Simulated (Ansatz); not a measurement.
C2H4O: crystal against free molecules

The calculation used DFT PBE+D3(BJ), scalar-relativistic, plane waves, PAW in Ansatz.

Settings: cutoff 420 eV, Γ-centred mesh 6×4×4 on the computed 28-atom cell, Gaussian smearing of 0.02 eV; no spin polarisation.

The relaxed primitive cell holds 4 C2H4O (symmetry kept; residual pressure -0.01 GPa). Each molecule is also computed alone in a box with 9 Å or more between images, first as cut from the crystal, then relaxed.

```cif
data_structure
_symmetry_space_group_name_H-M 'P2_1/c'
_symmetry_Int_Tables_number 14
_cell_length_a 4.6665
_cell_length_b 8.3665
_cell_length_c 7.3812
_cell_angle_alpha 90.000
_cell_angle_beta 118.269
_cell_angle_gamma 90.000
_cell_volume 253.81
loop_
_atom_site_label
_atom_site_type_symbol
_atom_site_symmetry_multiplicity
_atom_site_Wyckoff_symbol
_atom_site_fract_x
_atom_site_fract_y
_atom_site_fract_z
_atom_site_occupancy
H1 H 4 e 0.83850 0.61004 0.56027 1
H2 H 4 e 0.93002 0.43683 0.73597 1
H3 H 4 e 0.57679 0.55519 0.87623 1
H4 H 4 e 0.47760 0.72710 0.69757 1
C1 C 4 e 0.85082 0.56107 0.70090 1
C2 C 4 e 0.64405 0.62965 0.78078 1
O1 O 4 e 0.98572 0.66907 0.87422 1
```

**Question.** What is the lattice energy?

**Answer.** -0.372 eV (-35.9 kJ/mol) a molecule against the relaxed free molecules, without zero-point or thermal terms. Free molecules keep the site symmetry that they have in the crystal, and one conformer stands for all of a formula. The molecules are strained by 0.003 eV each in the crystal, which takes 63.5 Å³ a molecule. The gap on the mesh is 5.46 eV in the crystal and 5.71 eV between the free molecule's highest filled and lowest empty level.

Cost: 3 runs of about 7.2 core-minutes in all, on Arm Neoverse V1 (shared hosts).